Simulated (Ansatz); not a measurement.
BeAu:
```
CELL_PARAMETERS angstrom
      4.65889     0.00000     0.00000
      0.00000     4.65889     0.00000
      0.00000     0.00000     4.65889
ATOMIC_POSITIONS crystal
  Be 0.15431 0.34569 0.65431
  Be 0.34569 0.65431 0.15431
  Be 0.65431 0.15431 0.34569
  Be 0.84569 0.84569 0.84569
  Au 0.84705 0.65295 0.34705
  Au 0.65295 0.34705 0.84705
  Au 0.34705 0.84705 0.65295
  Au 0.15295 0.15295 0.15295
```

Relaxed with PBEsol. Special points in fractions of this cell's reciprocal vectors: Γ (0.000, 0.000, 0.000); X (0.000, 0.500, 0.000); M (0.500, 0.500, 0.000); R (0.500, 0.500, 0.500); X1 (0.500, 0.000, 0.000).

Problem. List the band energies nearest the Fermi level at these points for DFT-PBEsol in the program Ansatz with PAW potentials.

Solution. In eV from the Fermi level; about four levels below and three above (degenerate sets whole), none deeper than 8.9 eV; points with the same levels are listed once.

```tsv
k	below	above
Γ	-2.31 -2.31 -2.31 -0.38 -0.38 -0.38	4.42 4.42 4.73 4.73 4.73
X	-1.85 -1.85 -0.45 -0.45	1.07 1.07 2.96 2.96
M	-3.75 -3.75 -3.49 -3.49	0.32 0.32 1.22 1.22
R	-1.66 -1.66 -1.66 -1.66	6.93 6.93 6.93 6.93
```

Space group P2_13. The workflow started from a Materials Project entry (that database holds measured and hypothetical structures alike); the Crystallography Open Database files this formula in space group No. 198, but the cells were not matched. Whether it is the stable phase at ambient conditions was not checked. Symmetry was held in the PBEsol relaxation; its stability against distortions is not shown here. Scalar-relativistic: spin–orbit coupling is off unless named, which matters more the heavier the elements.

Potentials: the later of the program's two PAW sets.
